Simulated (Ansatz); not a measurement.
Si3Ge, ordered on the diamond lattice (P-4m2) with 4 atoms a cell, relaxed with r2SCAN: 4 runs in Ansatz, each a calculation of independent-particle optics. It is tetragonal, P-4m2 (No. 115); a = 3.888 Å, c = 5.484 Å in the conventional setting, 20.72 Å³ an atom. Si has 2 Si at 2.36 Å and 2 Ge at 2.39 Å; Si has 4 Si at 2.36 Å; Ge has 4 Si at 2.39 Å. All values are calculated for a non-magnetic cell, which may be hypothetical.

```xyz
4
Lattice="3.8881 0.0000 0.0000 0.0000 3.8881 0.0000 0.0000 0.0000 5.4837" Properties=species:S:1:pos:R:3 pbc="T T T"
Si    1.9440    0.0000    4.1395
Si    1.9440    1.9440    0.0000
Si    0.0000    1.9440    1.3442
Ge    0.0000    0.0000    2.7418
```

On meshes this coarse, single peaks can be features of the mesh. No local fields, no excitons; the zone sum runs over the cells of the mesh, and ε∞ includes the bands left out of the spectrum. Up to four peaks are listed, those above 15 % of the tallest and inside the complete range; the four can differ from row to row.

```json
{"functional": "PBE", "k mesh": "6×6×4", "broadening (eV)": "0.1", "scissors (eV)": "0.00", "range (eV)": "0–12", "direct gap on the mesh before scissors (eV)": "0.63", "ε∞ xx": "14.38", "ε∞ yy": "14.38", "ε∞ zz": "14.33", "complete up to (eV)": "12.0", "tallest peaks of mean ε₂ (eV)": "3.75"}
{"functional": "r2SCAN", "k mesh": "6×6×4", "broadening (eV)": "0.1", "scissors (eV)": "0.00", "range (eV)": "0–12", "direct gap on the mesh before scissors (eV)": "0.84", "ε∞ xx": "12.52", "ε∞ yy": "12.52", "ε∞ zz": "12.50", "complete up to (eV)": "12.0", "tallest peaks of mean ε₂ (eV)": "4.10"}
{"functional": "LDA", "k mesh": "6×6×4", "broadening (eV)": "0.1", "scissors (eV)": "0.00", "range (eV)": "0–12", "direct gap on the mesh before scissors (eV)": "0.53", "ε∞ xx": "15.16", "ε∞ yy": "15.16", "ε∞ zz": "15.08", "complete up to (eV)": "12.0", "tallest peaks of mean ε₂ (eV)": "3.65 4.55"}
{"functional": "PBE", "k mesh": "6×6×4", "broadening (eV)": "0.1", "scissors (eV)": "0.59 (to HSE06)", "range (eV)": "0–12", "direct gap on the mesh before scissors (eV)": "0.63", "ε∞ xx": "12.52", "ε∞ yy": "12.52", "ε∞ zz": "12.49", "complete up to (eV)": "12.0", "tallest peaks of mean ε₂ (eV)": "4.35"}
```

The fundamental gap is indirect (0.38 eV with PBE on 6×6×4); the table holds the direct one.

Spin-orbit coupling is left out.
